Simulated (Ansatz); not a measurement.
Ge:
Space group P6/mmm (No. 191); a = b = 2.8098 Å, c = 2.6259 Å, α = β = 90.00°, γ = 120.00°

```tsv
atom	site	symmetry	x	y	z
Ge	1b	6/mmm	0.0000	0.0000	0.5000
```

Relaxed at zero pressure with DFT-LDA in the program Ansatz with PAW potentials.

Problem. The volume is raised by 6 % and shape and atoms relax at that volume. What pressure results, and how do the axes share the change?

Solution. -4.0 GPa; a 1.8 %, b 1.8 %, c 2.4 %; the energy rises by 14 meV/atom.

Problem. Give the new structure.

Solution. 
Space group P6/mmm (No. 191); a = b = 2.8592 Å, c = 2.6880 Å, α = β = 90.00°, γ = 120.00°

```csv
atom,site,symmetry,x,y,z
Ge,1b,6/mmm,0.0000,0.0000,0.5000
```

The phase is kept; no other phase was compared at this pressure.

The first step of the workflow began from a Materials Project structure, measured or hypothetical; the Crystallography Open Database copy checked does not list it. It is not the phase usual at ambient conditions (space group No. 227). The LDA relaxation kept the symmetry of its start; its stability against distortions is not shown here.

Potentials: the later of the program's two PAW sets.
